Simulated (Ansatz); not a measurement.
BaTiO3 (cubic perovskite, space group No. 221) at seven volumes, PBEsol (plane waves, PAW; program Ansatz), scaled uniformly. One row is withheld.

```json
[
 {"V (Å³/atom)": "11.387", "P (GPa)": "?"},
 {"V (Å³/atom)": "11.762", "P (GPa)": "12.81"},
 {"V (Å³/atom)": "12.138", "P (GPa)": "5.87"},
 {"V (Å³/atom)": "12.513", "P (GPa)": "-0.01"},
 {"V (Å³/atom)": "12.888", "P (GPa)": "-4.99"},
 {"V (Å³/atom)": "13.264", "P (GPa)": "-9.21"},
 {"V (Å³/atom)": "13.639", "P (GPa)": "-12.79"}
]
```

Task: Fit the shown pressures and predict the withheld one.

Result: P = (3/2)B₀(x^(7/2) − x^(5/2))[1 + (3/4)(B′ − 4)(x − 1)] with x = (V₀/V)^(2/3). Least squares on the six rows gives V₀ = 12.512 Å³/atom, B₀ = 180 GPa, B′ = 4.51. At V = 11.387, x = 1.0648 and P = 20.99 GPa. The run itself gave 20.99 GPa.

Space group Pm-3m (cubic perovskite). This is a known high-temperature phase of the composition, computed here at zero pressure and temperature. The cell was relaxed with PBEsol under the symmetry of its start; whether a distortion lowers the energy is not shown. The run is not spin-polarised. Scalar-relativistic: spin–orbit coupling is off unless named, which matters more the heavier the elements.

Potentials: the later of the program's two PAW sets.
